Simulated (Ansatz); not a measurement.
Wurtzite alloy of GaAs and AlAs (12 of 48 Ga sites exchanged), 96 atoms

Ansatz, PAW, plane waves. PBEsol relaxation of cell lengths and atoms (angles held) at the single k point (¼, ¼, ¼) without its symmetry partners; single points on the relaxed atoms at the single k point (¼, ¼, ¼) without its symmetry partners, onto which points of the small cell's zone fold. Arrangement: random. No spin–orbit coupling unless named.

Relaxed structure:

```
Ga Al As
1.0
    11.95845    0.00000    0.00000
     0.00000   13.83698    0.00000
     0.00000    0.00000   13.16123
Ga Al As
36 12 48
Cartesian
  0.0081 2.3062 0.0064
  3.9855 2.3024 0.0040
  3.9923 2.3073 6.5829
  1.9940 5.7575 0.0033
  2.0014 5.7605 6.5862
  0.0033 9.2221 0.0029
  0.0059 9.2289 6.5862
  7.9766 2.3019 0.0006
  7.9755 2.3071 6.5866
  5.9850 5.7607 6.5844
  3.9905 9.2238 6.5858
  1.9988 12.6864 0.0053
  2.0020 12.6808 6.5850
  9.9715 5.7646 0.0027
  7.9748 9.2279 0.0058
  7.9765 9.2243 6.5821
  5.9849 12.6861 0.0024
  9.9686 12.6822 13.1591
  9.9727 12.6793 6.5851
  1.9946 1.1579 3.2939
  1.9881 1.1560 9.8746
  0.0029 4.6098 3.2908
  11.9574 4.6059 9.8772
  5.9711 1.1561 3.2932
  5.9757 1.1544 9.8788
  3.9813 4.6160 3.2921
  3.9814 4.6082 9.8744
  11.9557 11.5380 9.8739
  9.9606 1.1546 9.8760
  7.9709 4.6123 9.8731
  5.9727 8.0771 3.2992
  5.9769 8.0779 9.8666
  3.9874 11.5339 3.2953
  3.9852 11.5385 9.8774
  7.9664 11.5304 3.2907
  7.9684 11.5331 9.8744
  0.0063 2.3013 6.5769
  5.9849 5.7677 13.1579
  3.9912 9.2255 13.1601
  9.9728 5.7683 6.5821
  5.9874 12.6840 6.5829
  1.9933 8.0771 3.2925
  1.9882 8.0758 9.8701
  11.9575 11.5343 3.2879
  9.9539 1.1454 3.2868
  7.9623 4.6098 3.2875
  9.9636 8.0701 3.2855
  9.9619 8.0733 9.8724
  11.9577 2.3047 2.4648
  11.9575 2.3052 9.0422
  3.9860 2.3123 2.4641
  3.9872 2.3053 9.0444
  1.9938 5.7679 2.4632
  1.9938 5.7639 9.0446
  0.0009 9.2293 2.4604
  11.9563 9.2334 9.0426
  7.9657 2.3054 2.4583
  7.9691 2.3075 9.0464
  5.9759 5.7754 2.4607
  5.9777 5.7672 9.0449
  3.9894 9.2320 2.4616
  3.9870 9.2323 9.0441
  1.9985 12.6920 2.4636
  1.9958 12.6882 9.0451
  9.9666 5.7597 2.4606
  9.9703 5.7633 9.0446
  7.9661 9.2249 2.4637
  7.9709 9.2291 9.0402
  5.9782 12.6889 2.4637
  5.9800 12.6894 9.0468
  9.9626 12.6801 2.4560
  9.9642 12.6870 9.0451
  2.0001 1.1458 5.7533
  1.9909 1.1484 12.3345
  0.0043 4.6087 5.7499
  0.0005 4.6079 12.3364
  5.9802 1.1548 5.7533
  5.9765 1.1530 12.3371
  3.9860 4.6104 5.7537
  3.9858 4.6058 12.3343
  1.9931 8.0664 5.7579
  1.9920 8.0643 12.3339
  0.0059 11.5308 5.7540
  0.0016 11.5270 12.3351
  9.9618 1.1460 5.7508
  9.9678 1.1503 12.3358
  7.9755 4.6092 5.7511
  7.9779 4.6051 12.3322
  5.9776 8.0671 5.7581
  5.9827 8.0720 12.3256
  3.9895 11.5254 5.7547
  3.9848 11.5329 12.3360
  9.9674 8.0739 5.7500
  9.9634 8.0715 12.3364
  7.9773 11.5253 5.7518
  7.9720 11.5287 12.3345
```

Q: What are the mean bond lengths by pair (pairs within 1.2 times the sum of covalent radii, less contacts 15 % beyond the pair's median; cation–cation pairs of compounds aside; long ionic contacts are cut short by that bound)?

A: Al–As 2.454 ± 0.006 Å (standard deviation, 48 bonds); As–Ga 2.451 ± 0.006 Å (standard deviation, 144 bonds).

Q: What gap lies between the top filled and the lowest empty level in the single points?

A: HSE06 2.13 eV (2.6 min on NVIDIA GB300). Away from Γ this isn't the crystal's band gap.
